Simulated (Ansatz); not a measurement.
FeCo (CsCl type)

```xyz
2
Lattice="2.8451 0.0000 0.0000 0.0000 2.8451 0.0000 0.0000 0.0000 2.8451" Properties=species:S:1:pos:R:3 pbc="T T T"
Fe     0.0000     0.0000     0.0000
Co     1.4225     1.4225     1.4225
```

Equation-of-state scan: isotropic scaling of the cell above, V₀ being its volume. Symmetry pins the atoms to their sites.

All values below come from PBE (plane waves to 420 eV, PAW, scalar-relativistic; Ansatz, an electronic-structure program). k mesh 16×16×16 (Γ-centred), Fermi-Dirac smearing 0.05 eV. E stands for the smeared free energy. FeCo was relaxed with its symmetry unable to fall. Relaxed FeCo ends ferromagnetic. The magnetic order is the one the run started from; other orders were not tried. The zero of ΔE is the relaxed starting cell. The last digit holds for this mesh only.

| V (Å³/atom) | ΔE (meV/atom) |
|---|---|
| 9.673 | 244.3 |
| 10.041 | 145.5 |
| 10.410 | 76.2 |
| 10.778 | 31.6 |
| 11.146 | 7.4 |
| 11.515 | 0.0 |
| 11.883 | 6.7 |
| 12.252 | 25.2 |
| 12.620 | 53.6 |
| 12.989 | 90.2 |
| 13.357 | 133.4 |

### Question
What is the fitted pressure derivative B₀′?

### Answer
4.7.

### Question
What bulk modulus B₀ follows from a third-order Birch-Murnaghan fit?

### Answer
192 GPa. Check by three points about V = 11.515 Å³/atom, step 0.737: d²E/dV² ≈ (32 − 2·0 + 25) meV / 0.737² = 0.105 eV/Å⁶, and V·d²E/dV² × 160.2 = 194 GPa.

(Under strain, the slope of the energy per volume gives the stress and its curvature an elastic modulus.)
